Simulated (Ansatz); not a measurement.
**Find the missing element**

Cell vectors (Å):

```
0.0000 2.5642 2.5642
2.5642 0.0000 2.5642
2.5642 2.5642 0.0000
```

```
atom       a       b       c
   X  0.0000  0.0000  0.0000
   S  0.5000  0.5000  0.5000
```

The calculation used LDA, PAW on Ansatz 0.2.0's default frozen-core files (fitted under PBE), scalar-relativistic. k mesh 8×8×8, strains of ±0.005, fixed occupations.

Elastic constants of a crystal by Kohn-Sham DFT: slopes of the stress over finite engineering strains of the given cell, Voigt indices, Cartesian axes as in the cell vectors.

```csv
index,elastic (GPa)
11,164.2
12,43
44,57
```

Question: All X atoms are one element. Which one was computed?

Answer: Mg; the crystal is MgS (Fm-3m).

Known limits: frozen-core PAW files fitted under PBE, their cores solved anew for the functional of the run.
